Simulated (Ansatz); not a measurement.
ZrGe:
```
CELL_PARAMETERS angstrom
      7.09785     0.00000     0.00000
      0.00000     3.92088     0.00000
      0.00000     0.00000     5.40575
ATOMIC_POSITIONS crystal
  Zr 0.17773 0.25000 0.63191
  Zr 0.82227 0.75000 0.36809
  Zr 0.32227 0.75000 0.13191
  Zr 0.67773 0.25000 0.86809
  Ge 0.04743 0.25000 0.15312
  Ge 0.95257 0.75000 0.84688
  Ge 0.45257 0.75000 0.65312
  Ge 0.54743 0.25000 0.34688
```

Relaxed with r²SCAN. Special points in fractions of this cell's reciprocal vectors: Γ (0.000, 0.000, 0.000); X (0.500, 0.000, 0.000); S (0.500, 0.500, 0.000); Y (0.000, 0.500, 0.000); Z (0.000, 0.000, 0.500); U (0.500, 0.000, 0.500); R (0.500, 0.500, 0.500); T (0.000, 0.500, 0.500).

Problem. List the band energies nearest the Fermi level at these points for r²SCAN in the plane-wave PAW code Ansatz.

Solution. In eV from the Fermi level; about four levels below and three above (degenerate sets whole), none deeper than 8.9 eV; points with the same levels are listed once.

```csv
k,below,above
Γ,-0.87 -0.81 -0.41 -0.31,0.63 0.65 0.77
X,-1.12 -1.12 -0.19 -0.19,0.27 0.27 0.85 0.85
S,-2.00 -2.00 -2.00 -2.00,2.55 2.55 2.55 2.55
Y,-1.94 -1.94 -1.74 -1.74,2.25 2.25 2.33 2.33
Z,-1.03 -1.03 -0.39 -0.39,0.93 0.93 0.95 0.95
U,-0.97 -0.97 -0.94 -0.94,0.62 0.62 1.15 1.15
R,-1.63 -1.63 -1.63 -1.63,1.84 1.84 1.84 1.84
T,-0.97 -0.97 -0.68 -0.68,0.05 0.05 0.86 0.86
```

Space group Pnma. The workflow started from a Materials Project entry (that database holds measured and hypothetical structures alike); the Crystallography Open Database copy checked does not list it. Its standing as an ambient phase is unchecked. Symmetry was held in the r²SCAN relaxation; whether a distortion lowers the energy is not shown. No spin polarisation was allowed. Scalar-relativistic: spin–orbit coupling is off unless named, which matters more the heavier the elements.

Potentials: the later of the program's two PAW sets.
